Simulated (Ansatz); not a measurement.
**Calculated ¹¹⁹Sn Mössbauer parameters for ZnS with Sn replacing Zn**

Cell: a supercell of ZnS (space group P6_3mc) built from a structure deposited in the COD, with the ions relaxed around the defect (PBE).

```xyz
48
Lattice="7.6454 0.0000 0.0000 -5.7340 9.9317 0.0000 0.0000 0.0000 12.5200" Properties=species:S:1:pos:R:3 pbc="T T T"
Zn   -0.0266   -0.0736   -0.1416
Zn   -1.8443    3.2808    0.0242
Zn   -3.7918    6.6205    0.0127
Zn    3.8043    0.0030    0.0014
Zn    1.9772    3.3515   -0.1180
Zn    0.0034    6.6166   -0.0026
Zn   -0.0810    0.0082    6.3408
Zn   -2.0959    3.4006    6.3632
Zn   -3.8779    6.6788    6.2266
Zn    3.7576    0.0357    6.2392
Zn    1.8574    3.3742    6.3433
Zn   -0.0553    6.6436    6.2426
Sn    0.5078    1.9272    3.3088
Zn   -1.8758    5.4027    3.1387
Zn   -3.8455    8.7942    3.0996
Zn    3.9610    2.2546    3.1128
Zn    1.9639    5.6416    3.1179
Zn   -0.1373    8.7452    3.1220
Zn    1.8824    1.1194    9.3878
Zn   -0.0320    4.4287    9.3847
Zn   -1.9322    7.7513    9.3794
Zn    5.6874    1.1146    9.3862
Zn    3.8195    4.4803    9.4241
Zn    1.8868    7.6814    9.3586
S    -0.1140   -0.4032    2.1392
S    -1.6884    3.2004    2.3771
S    -3.7110    6.6169    2.3447
S     3.7683    0.0409    2.3454
S     2.2859    3.5707    2.1571
S    -0.0279    6.5542    2.3358
S    -0.0380   -0.0204    8.6647
S    -1.9672    3.3368    8.6753
S    -3.8305    6.6490    8.5628
S     3.7840    0.0207    8.5790
S     1.9169    3.3525    8.6687
S    -0.0409    6.6252    8.5766
S    -0.1462    2.2868    5.8833
S    -1.9748    5.5467    5.4745
S    -3.9080    8.8915    5.4521
S     3.7281    2.2516    5.4627
S     1.8637    5.5506    5.4622
S    -0.0640    8.8566    5.4645
S     1.8933    1.1063   11.7350
S     0.0235    4.4152   11.7251
S    -1.8970    7.7391   11.7252
S     5.7125    1.0925   11.7267
S     3.9258    4.4346   11.7319
S     1.9288    7.6368   11.6778
```

Sites (sets of like atoms) are named by element and the number of their first atom in this list.

All values are calculated (Ansatz; DFT, PBE, plane waves and PAW, scalar-relativistic, 420 eV cutoff, Γ-centred 3×2×2 k-points, Fermi–Dirac smearing 0.01 eV), not measured.

Isomer shifts (against SnO₂) follow from the electron density at the nucleus, δ = α(ρ − ρ₀), with α = 0.099 mm s⁻¹ a₀³ and ρ₀ = 183191.44 a₀⁻³ from a line fitted to 8 measured compounds at this level of theory (rms miss 0.12 mm/s). ΔE_Q = ½eQV_zz(1 + η²/3)^½ with Q = -0.132 b for the 23.9 keV state.

Problem. Where do the absorption lines lie?

Solution. Sn (1 atom a cell): δ = 3.80, |ΔE_Q| = 0.51 mm/s, a doublet at 3.54 and 4.05 mm/s.

The defect repeats with the cell of 48 atoms, so it feels its images: sites between two images don't show the values beside a lone defect, and zeros or small values of η there can come from the images' arrangement. Without spin–orbit coupling (the program notes it for Sn) the gradients are little affected as a rule: paired runs on crystals with a gap mostly move them by under 2 % at such atoms. Shifts outside the range of the fitted compounds (-0.5 to 3.2 mm/s for Sn) are extrapolations.

The relaxation (10 steps) took 12 min of wall time (49 min of CPU time) and 5.8 GiB at its peak, on 4 threads of Arm Neoverse V1 (aarch64; 8 cores open to the job, memory cap 8.0 GiB, no GPU), a shared host with a load of 0.7 a core.
